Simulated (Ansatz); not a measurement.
SiSe2:
```
CELL_PARAMETERS angstrom
     -2.92973     4.74192     2.91905
      2.92973    -4.74192     2.91905
      2.92973     4.74192    -2.91905
ATOMIC_POSITIONS crystal
  Si 0.25000 0.25000 0.00000
  Si 0.75000 0.75000 0.00000
  Se 0.87367 0.22266 0.09633
  Se 0.12633 0.77734 0.90367
  Se 0.62633 0.72266 0.34900
  Se 0.37367 0.27734 0.65100
```

Tensor components refer to the Cartesian frame of this cell.

Q: Give the high-frequency dielectric tensor and the Born effective charge tensors of the independent atoms from DFPT, PBE+D3(BJ) (plane waves, PAW; program Ansatz).

A: 
ε∞:
```
4.64  0.00  0.00
0.00  5.10  0.00
0.00  0.00  6.99
```
Z* of atom 1 (Si), rows: field, columns: displacement, in e:
```
1.34  0.00  0.00
0.00  1.38  0.00
0.00  0.00  4.29
```
Z* of atom 3 (Se), rows: field, columns: displacement, in e:
```
-0.67   0.23   0.00
 0.36  -0.69   0.00
 0.00   0.00  -2.15
```

Static charges for comparison (Bader): Si1 +2.02, Se3 -1.01 e. Born charges measure polarisation by displacement and can exceed these by far.

Space group Ibam. The PBE+D3(BJ) relaxation kept the symmetry of its start; of distortions, only those at the zone centre were tested. Spin–orbit coupling is left out wherever it is not named.

Potentials: the later of the program's two PAW sets.
